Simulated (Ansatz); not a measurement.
CdAu3:
```
CELL_PARAMETERS angstrom
      4.12091     0.00000     0.00000
      0.00000     4.12091     0.00000
      0.00000     0.00000     4.12091
ATOMIC_POSITIONS crystal
  Au 0.00000 0.50000 0.50000
  Au 0.50000 0.00000 0.50000
  Cd 0.00000 0.00000 0.00000
  Au 0.50000 0.50000 0.00000
```

Relaxed with PBEsol. Special points in fractions of this cell's reciprocal vectors: Γ (0.000, 0.000, 0.000); X (0.000, 0.500, 0.000); M (0.500, 0.500, 0.000); R (0.500, 0.500, 0.500).

### Question
List the band energies nearest the Fermi level at these points for the program Ansatz at the PBEsol level (PAW).

### Answer
In eV from the Fermi level; about four levels below and three above (degenerate sets whole), none deeper than 8.9 eV; points with the same levels are listed once.

```json
[
 {"k": "Γ", "below": "-2.33 -1.94 -1.94 -1.94", "above": "0.28 0.28 0.28"},
 {"k": "X", "below": "-3.72 -3.72 -3.59 -2.87 -1.94", "above": "3.94 4.20 5.04 5.04"},
 {"k": "M", "below": "-2.65 -1.49 -0.72 -0.72", "above": "7.24 7.60 7.60"},
 {"k": "R", "below": "-1.75 -1.75 -1.75 -1.18", "above": "1.91 1.91 1.91"}
]
```

Space group Pm-3m (Cu3Au type). The workflow started from an entry of the Crystallography Open Database (COD); the relaxed space group is not among those it files for this formula. COD files the formula under space group No. 123. Its standing as an ambient phase is unchecked. Symmetry was held in the PBEsol relaxation; its stability against distortions is not shown here. Scalar-relativistic: spin–orbit coupling is off unless named, which matters more the heavier the elements.

Potentials: the later of the program's two PAW sets.
